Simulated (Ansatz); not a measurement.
Relaxed-ion elastic tensor of Na (hcp (Mg type), P6_3/mmc) in GPa (Voigt order), PBEsol in the plane-wave PAW code Ansatz; density 1.05 g/cm³, 36.37 Å³ per atom.

```
12.6   7.8   3.4   0.0   0.0   0.0
 7.8  12.6   3.4   0.0   0.0   0.0
 3.4   3.4  16.2   0.0   0.0   0.0
 0.0   0.0   0.0   2.5   0.0   0.0
 0.0   0.0   0.0   0.0   2.5   0.0
 0.0   0.0   0.0   0.0   0.0   2.4
```

### Question
Is the crystal mechanically stable?

### Answer
Yes: the smallest eigenvalue of C is 2.4 GPa.

### Question
Work out the Voigt, Reuss and Hill averages.

### Answer
K_V = 7.8, K_R = 7.8, K_H = 7.8; G_V = 3.3, G_R = 2.8, G_H = 3.0 GPa.

### Question
Give Young's modulus, Poisson's ratio, Pugh's ratio and the universal anisotropy index.

### Answer
E = 9KG/(3K + G) = 8.0 GPa; ν = 0.33; K/G = 2.60 (ductile by the Pugh limit of 1.75); A_U = 5G_V/G_R + K_V/K_R − 6 = 0.85.

### Question
Estimate the sound speeds and the Debye temperature.

### Answer
v_l = √((K + 4G/3)/ρ) = 3360 m/s, v_t = √(G/ρ) = 1690 m/s, mean 1900 m/s; Θ = (h/k)(3n/4πV)^(1/3) v_m = 171 K.

### Question
Solve the Christoffel equation for the three sound speeds along x, y, z.

### Answer
Eigenvalues of C_ijkl n_j n_l equal ρv². In km/s, slowest first: x 1.51, 1.53, 3.46; y 1.51, 1.53, 3.46; z 1.53, 1.53, 3.93.

### Question
How much does each axis shrink under pressure?

### Answer
Linear compressibilities β_i = Σ_j S_ij (j = 1 to 3): x 42, y 42, z 44 per TPa.

The first step of the workflow began from a Materials Project structure, measured or hypothetical; the Crystallography Open Database files this formula in space group No. 194, but the cells were not matched. It is not the phase usual at ambient conditions (space group No. 229). The PBEsol relaxation kept the symmetry of its start; its stability against distortions is not shown here. As this level gives no gap, shear constants depend on the k-mesh and smearing (Fermi–Dirac, 0.1 eV here).

Potentials: the earlier of the program's two PAW sets. The files were generated under PBE; for other functionals the program regenerates the frozen cores, and for LDA and PBEsol the local potential too.
